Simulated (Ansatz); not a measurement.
Na$_{2}$CO$_{3}$:
```yaml
crystal:
  lattice:
    - [4.40548, 2.63783, 0.00000]
    - [-4.40548, 2.63783, 0.00000]
    - [-1.34630, 0.00000, 5.79690]
  atoms:
    - { symbol: Na, position: [0.66889, 0.33111, 0.74016] }
    - { symbol: Na, position: [0.33111, 0.66889, 0.25984] }
    - { symbol: Na, position: [0.00000, 0.00000, 0.00000] }
    - { symbol: Na, position: [0.00000, 0.00000, 0.50000] }
    - { symbol: C, position: [0.33620, 0.66380, 0.75061] }
    - { symbol: C, position: [0.66380, 0.33620, 0.24939] }
    - { symbol: O, position: [0.21263, 0.78737, 0.83147] }
    - { symbol: O, position: [0.78737, 0.21263, 0.16853] }
    - { symbol: O, position: [0.81240, 0.60915, 0.29125] }
    - { symbol: O, position: [0.18760, 0.39085, 0.70875] }
    - { symbol: O, position: [0.60915, 0.81240, 0.70875] }
    - { symbol: O, position: [0.39085, 0.18760, 0.29125] }
```

Relaxed with r²SCAN.

Q: Map the electron localisation function on the plane through (0.669, 0.331, 0.740) spanned by u = [0, 0, 1] and v = [1, -1, 0] in lattice vectors, from DFT-r²SCAN in the program Ansatz with PAW potentials.

A: x is the fraction of u, y of v (the angle between them is 103°; rows are the nearest grid lines); atoms in the plane: Na at (0.00, 0.00), Na at (0.52, 0.66), Na at (0.26, 0.33), Na at (0.76, 0.33), C at (0.01, 0.67), C at (0.51, 0.99), O at (0.09, 0.54), O at (0.43, 0.12).
```
y \ x   0.000  0.100  0.167  0.267  0.367  0.467  0.533  0.633  0.733  0.833  0.900   1.00
------  -----  -----  -----  -----  -----  -----  -----  -----  -----  -----  -----  -----
1.00    0.156  0.619  0.034  0.312  0.621  0.191  0.032  0.478  0.076  0.043  0.625  0.156
0.925   0.579  0.074  0.004  0.052  0.419  0.476  0.368  0.108  0.032  0.022  0.442  0.579
0.850   0.023  0.031  0.019  0.008  0.073  0.073  0.054  0.038  0.016  0.011  0.016  0.023
0.775   0.150  0.268  0.195  0.012  0.006  0.010  0.034  0.018  0.007  0.038  0.057  0.150
0.700   0.224  0.450  0.450  0.088  0.029  0.619  0.460  0.581  0.007  0.112  0.349  0.224
0.625   0.512  0.826  0.728  0.459  0.099  0.550  0.500  0.388  0.010  0.306  0.505  0.512
0.550   0.743  0.222  0.795  0.664  0.009  0.063  0.025  0.008  0.008  0.117  0.427  0.743
0.450   0.766  0.744  0.351  0.014  0.014  0.019  0.023  0.014  0.014  0.017  0.059  0.766
0.375   0.025  0.011  0.435  0.527  0.567  0.009  0.012  0.086  0.589  0.614  0.215  0.025
0.300   0.010  0.079  0.619  0.407  0.450  0.010  0.010  0.460  0.404  0.619  0.080  0.010
0.225   0.022  0.011  0.060  0.036  0.199  0.720  0.630  0.018  0.142  0.011  0.014  0.022
0.150   0.014  0.007  0.012  0.595  0.820  0.664  0.799  0.358  0.013  0.012  0.018  0.014
0.0750  0.586  0.416  0.013  0.722  0.736  0.755  0.802  0.442  0.061  0.005  0.065  0.586
0.000   0.156  0.619  0.034  0.312  0.621  0.191  0.032  0.478  0.076  0.043  0.625  0.156
```

The density is the valence pseudo-density with augmentation charge, so density and ELF within about 1 Å of a nucleus are not all-electron values.

Space group C2/m. The first step of the workflow began from a Materials Project structure, measured or hypothetical; the Crystallography Open Database files this formula in space group No. 12, but the cells were not matched. Whether it is the stable phase at ambient conditions was not checked. The r²SCAN relaxation kept the symmetry of its start; its stability against distortions is not shown here.

Potentials: the later of the program's two PAW sets.
